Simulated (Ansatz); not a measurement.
The relaxed structure here is a generated cell of Li: the first start was made by a random draw of sites in a space group, and the end was not matched to a known phase here, so it may be hypothetical. Known forms of Li include space group No. 229.

A relaxed cell of Li (Pm-3m (No. 221)), relaxed on a k-mesh at least as fine as the one used below. Level of theory: PBE (plane waves to 420 eV, PAW, scalar-relativistic; Ansatz, a program for electronic structure). Γ-centred k-mesh 8×8×4 on the run's cell (coarser than for final values), Fermi–Dirac smearing 0.05 eV.

```
Li
1.0
    4.12568     0.00000     0.00000
    0.00000     4.12568     0.00000
    0.00000     0.00000     8.25136
Li
6
Direct
  0.50000   0.00000   0.25000
  0.50000   0.00000   0.75000
  0.50000   0.50000   0.00000
  0.50000   0.50000   0.50000
  0.00000   0.50000   0.25000
  0.00000   0.50000   0.75000
```

The atoms are displaced by (Å):

| atom | ux | uy | uz |
|---|---|---|---|
| Li1 | 0.099 | 0.073 | 0.005 |
| Li2 | -0.075 | 0.045 | -0.046 |
| Li3 | 0.162 | 0.049 | 0.171 |
| Li4 | 0.080 | 0.006 | -0.032 |
| Li5 | -0.050 | 0.042 | -0.133 |
| Li6 | 0.001 | -0.133 | 0.112 |

Task: What forces (eV/Å) and pressure result?

Result: 
```csv
atom,Fx,Fy,Fz
Li1,-0.20,-0.09,0.07
Li2,0.06,-0.24,0.13
Li3,-0.29,0.04,-0.45
Li4,-0.07,0.08,-0.01
Li5,0.48,0.04,0.25
Li6,0.01,0.17,0.01
```

Pressure +0.2 GPa.

No spin polarisation in the result.

The run that gave the undisplaced cell could not lose the symmetry of its start, so the end can be a saddle point.
